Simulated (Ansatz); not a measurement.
Values for one crystal, relaxed and computed with r²SCAN (plane waves, PAW; program Ansatz); other levels are named.

- Volume per atom = 7.20 Å³
- Band gap = 4.76 eV (indirect)
- Hill bulk and shear moduli = 307 and 244 GPa
- HSE06 gap on the r²SCAN cell = 5.88 eV
- Hole effective mass, band 3 of 3 at the edge = 0.26 along [100], 0.42 along [110], 0.52 along [111] (mₑ)
- Young's modulus = 580 GPa
- Smallest direct gap on the standard path = 5.18 eV

**Question.** Which compound is it?
A) AlN, rock salt
B) BeS, rock salt
C) BN, Pm-3n (B on 6c, N on 6d)
D) BiB, zinc blende

**Answer.** C, BN, Pm-3n (B on 6c, N on 6d)

The start of the workflow was typed in or built on a structure type; neither database checked (COD, Materials Project) lists it. It is not the phase usual at ambient conditions (space group No. 186, 194, 216). The cell was relaxed with r²SCAN under the symmetry of its start; whether a distortion lowers the energy is not shown.

Potentials: the later of the program's two PAW sets.
